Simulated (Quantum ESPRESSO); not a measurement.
## Calculated data, AlAgSnMo5 (simulated cell)

Calculation on a made-up metal alloy cell, not a measurement: no spin or spin-orbit, unrelaxed, 2900 K smearing, stress positive in tension, cell energy less fitted offsets; periodic Kohn-Sham density functional theory in plane waves with PseudoDojo standard norm-conserving scalar-relativistic pseudopotentials, each functional with its own files (v0.5 for PBE, v0.4.1 for LDA and PBEsol), eight atoms on drawn sites of a strained close-packed or body-centred lattice, each displaced and held fixed; the energy is the cell's free energy, ions and the entropy term -TS included, at the stated Fermi-Dirac width, less a fixed offset for each atom's element (shifted free energy); compositions with an open d shell lost a parallel starting moment in a cheaper test run, and other magnetic orders were not tried; an error bar is the largest change of its kind in a tighter rerun, never given below 0.002 eV, 0.02 GPa or 0.003 eV/angstrom, and covers cutoff and k-mesh only, not smearing or the files. Program: Quantum ESPRESSO 7.5.

Settings shared by all entries: lattice type hexagonal close-packed; functional pbe; cutoff 1116 eV; fermi dirac smearing 0.25 eV; electrons removed 0; run command mpirun -np 4 pw.x -nk 4 -in in; run processor Intel Xeon, 2023 or later, virtual cores; k mesh 5 x 5 x 5 shifted half a step off Gamma on each axis.

Notes on all entries: the tin pseudopotential is less sure than most, with forces differing by about three percent from a second method on plain tin; a spin test at this wide smearing found no moment, but such smearing suppresses magnetism that the real alloy may have; lattice, volume and sites are drawn at random and may be unstable or far from any real phase; energies are for the whole cell, less offsets fitted to these runs, so they are not formation energies.

(1) AlAgSnMo5 (simulated cell)

```cif
# cell vector a (Å): 0.0000 0.0000 4.7892
# cell vector b (Å): 5.8096 0.0000 0.0000
# cell vector c (Å): -2.9048 5.0313 0.0000
data_AlAgSnMo5
_symmetry_space_group_name_H-M 'P 1'
_symmetry_Int_Tables_number 1
_cell_length_a 4.7892
_cell_length_b 5.8096
_cell_length_c 5.8096
_cell_angle_alpha 120.000
_cell_angle_beta 90.000
_cell_angle_gamma 90.000
_cell_volume 139.99
loop_
_atom_site_label
_atom_site_type_symbol
_atom_site_fract_x
_atom_site_fract_y
_atom_site_fract_z
_atom_site_occupancy
Sn1 Sn 0.01595 0.02517 0.00064 1
Mo1 Mo 0.03548 0.96040 0.47998 1
Mo2 Mo 0.02520 0.47178 0.98736 1
Mo3 Mo 0.98330 0.49639 0.49005 1
Ag1 Ag 0.47325 0.16160 0.34214 1
Mo4 Mo 0.48363 0.18257 0.85739 1
Al1 Al 0.57991 0.66972 0.35072 1
Mo5 Mo 0.50566 0.66365 0.84094 1
```

It finds entropy term negative ts -1.57 eV; pressure -4.27 GPa; stress xx 4.13 GPa; stress yy 6.74 GPa; stress zz 1.94 GPa; stress yz 0.28 GPa; stress xz -1.55 GPa; stress xy 0.52 GPa; shifted free energy 0.316 eV.

Atoms:
```tsv
atoms element	atom site	atom energy offset (eV)
Sn	1	-2144.16
Mo	2	-1911.95
Mo	3	-1911.95
Mo	4	-1911.95
Ag	5	-4218.03
Mo	6	-1911.95
Al	7	-63.26
Mo	8	-1911.95
```

Forces:
```tsv
site	x (eV/Å)	y (eV/Å)	z (eV/Å)
1	-2.991	-0.226	-1.36
2	0.023	0.502	-0.188
3	2.336	-0.076	-0.171
4	-0.254	1.519	1.348
5	0.069	0.668	1.421
6	0.749	-1.376	1.368
7	0.537	-0.424	-2.502
8	-0.469	-0.587	0.084
```

Notes: error bars: energy 0.0032 eV, stress 0.027 GPa, force 0.011 eV/Å, from a tighter rerun of a related cell, whose elements or sites may differ; 17 SCF iterations, 203 s of wall time on a shared machine.

(2) AlAgSnMo5 (simulated cell)

```cif
# cell vector a (Å): 0.0000 0.0000 4.7892
# cell vector b (Å): 5.8096 0.0000 0.0000
# cell vector c (Å): -2.9048 5.0313 0.0000
data_AlAgSnMo5
_symmetry_space_group_name_H-M 'P 1'
_symmetry_Int_Tables_number 1
_cell_length_a 4.7892
_cell_length_b 5.8096
_cell_length_c 5.8096
_cell_angle_alpha 120.000
_cell_angle_beta 90.000
_cell_angle_gamma 90.000
_cell_volume 139.99
loop_
_atom_site_label
_atom_site_type_symbol
_atom_site_fract_x
_atom_site_fract_y
_atom_site_fract_z
_atom_site_occupancy
Sn1 Sn 0.01595 0.02517 0.00064 1
Mo1 Mo 0.03548 0.96040 0.47998 1
Mo2 Mo 0.02520 0.47178 0.98736 1
Mo3 Mo 0.98330 0.49639 0.49005 1
Mo4 Mo 0.47325 0.16160 0.34214 1
Ag1 Ag 0.48363 0.18257 0.85739 1
Al1 Al 0.57991 0.66972 0.35072 1
Mo5 Mo 0.50566 0.66365 0.84094 1
```

Results for AlAgSnMo5 (simulated cell): entropy term negative ts -1.518 eV; pressure -4.54 GPa; stress xx 2.02 GPa; stress yy 9.53 GPa; stress zz 2.07 GPa; stress yz -2 GPa; stress xz 1.59 GPa; stress xy 1.39 GPa; shifted free energy 0.313 eV.

Atoms:
```tsv
atoms element	atom site	atom energy offset (eV)
Sn	1	-2144.16
Mo	2	-1911.95
Mo	3	-1911.95
Mo	4	-1911.95
Mo	5	-1911.95
Ag	6	-4218.03
Al	7	-63.26
Mo	8	-1911.95
```

Forces:
```tsv
site	x (eV/Å)	y (eV/Å)	z (eV/Å)
1	-2.77	-0.32	-1.33
2	0.91	-0.356	-0.109
3	2.973	0.012	-0.785
4	-0.785	1.175	1.789
5	-0.501	0.989	1.102
6	0.171	-0.905	1.937
7	0.562	-0.641	-2.509
8	-0.56	0.046	-0.096
```

Notes: error bars: energy 0.0032 eV, stress 0.027 GPa, force 0.011 eV/Å, from a tighter rerun of this cell; 17 SCF iterations, 198 s of wall time on a shared machine.

(3) AlAgSnMo5 (simulated cell)

```cif
# cell vector a (Å): 0.0000 0.0000 4.7892
# cell vector b (Å): 5.8096 0.0000 0.0000
# cell vector c (Å): -2.9048 5.0313 0.0000
data_AlAgSnMo5
_symmetry_space_group_name_H-M 'P 1'
_symmetry_Int_Tables_number 1
_cell_length_a 4.7892
_cell_length_b 5.8096
_cell_length_c 5.8096
_cell_angle_alpha 120.000
_cell_angle_beta 90.000
_cell_angle_gamma 90.000
_cell_volume 139.99
loop_
_atom_site_label
_atom_site_type_symbol
_atom_site_fract_x
_atom_site_fract_y
_atom_site_fract_z
_atom_site_occupancy
Sn1 Sn 0.01595 0.02517 0.00064 1
Mo1 Mo 0.03548 0.96040 0.47998 1
Mo2 Mo 0.02520 0.47178 0.98736 1
Mo3 Mo 0.98330 0.49639 0.49005 1
Mo4 Mo 0.47325 0.16160 0.34214 1
Mo5 Mo 0.48363 0.18257 0.85739 1
Al1 Al 0.57991 0.66972 0.35072 1
Ag1 Ag 0.50566 0.66365 0.84094 1
```

Atoms:
```tsv
atoms element	atom site	atom energy offset (eV)
Sn	1	-2144.16
Mo	2	-1911.95
Mo	3	-1911.95
Mo	4	-1911.95
Mo	5	-1911.95
Mo	6	-1911.95
Al	7	-63.26
Ag	8	-4218.03
```

Notes: error bars: energy 0.0032 eV, stress 0.027 GPa, force 0.011 eV/Å, from a tighter rerun of a related cell, whose elements or sites may differ; 17 SCF iterations, 211 s of wall time on a shared machine.

## Withheld values
1. What stress xx does the calculation give for AlAgSnMo5 (simulated cell) (entry 3)?
2. Estimate the stress zz of AlAgSnMo5 (simulated cell) (entry 3).
3. AlAgSnMo5 (simulated cell) (entry 3): stress xy?
4. Give the table of forces values for AlAgSnMo5 (simulated cell) (entry 3).

## Answers
1. 2.23 GPa
2. 2.5 GPa
3. -0.78 GPa
4. 
Forces:
```tsv
site	x (eV/Å)	y (eV/Å)	z (eV/Å)
1	-2.868	-0.172	-1.529
2	0.836	0.126	-0.037
3	1.802	-0.027	0.099
4	-0.888	0.624	1.664
5	0.305	0.793	0.87
6	0.378	-0.605	1.341
7	0.536	-0.488	-2.548
8	-0.1	-0.251	0.14
```

Further results for AlAgSnMo5 (simulated cell) (entry 3):

- entropy term negative ts: -1.507 eV
- pressure: -4.13 GPa
- stress yy: 7.66 GPa
- stress yz: -0.18 GPa
- stress xz: -0.31 GPa
- shifted free energy: 0.136 eV
